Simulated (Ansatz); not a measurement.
InAs: pressure against volume

InAs, F-43m, a = 6.108 Å. Ansatz: r2SCAN, PAW, 500 eV, Γ-centred 10×10×10 mesh on 2 atoms, Gaussian smearing 0.01 eV; no spin polarisation. Symmetry fixes shape and atoms, so the cell is only scaled; pressure is positive in compression.

| V (Å³/atom) | P (GPa) |
| --- | --- |
| 25.072 | ? |
| 25.927 | 6.79 |
| 26.781 | 4.13 |
| 27.636 | 1.90 |
| 28.491 | 0.01 |
| 29.346 | -1.55 |
| 30.200 | -2.90 |
| 31.340 | -4.36 |

Question: Take V0 = 28.491 Å³/atom, count pressures from its P0 = 0.01 GPa, fit the third-order Birch–Murnaghan form to the other rows, and predict the missing pressure.

Answer: With the Eulerian strain f = ½[(V0/V)^(2/3) − 1] and y = (P − P0)/[3f(1 + 2f)^(5/2)], the form is the line y = B0 + 1.5 B0 (B0′ − 4) f. Rows (f, y): 0.03244, 59.5; 0.02106, 58.8; 0.01026, 58.4; -0.00976, 56.0; -0.01905, 56.1; -0.03078, 55.5. Means f = 0.0006950, y = 57.383; Σ(Δf)² = 0.003004, ΣΔfΔy = 0.2048; the slope is their ratio. y = 57.34 + 68.20 f GPa, so B0 = 57.3 GPa and B0′ = 4 + 2 × (68.20)/(3 × 57.34) = 4.79. At V = 25.072, f = 0.04448, y = 60.37 and P = 9.98 GPa. The run gave 9.94 GPa, so the fit is 0.04 GPa too high, a small miss on the scale of the series.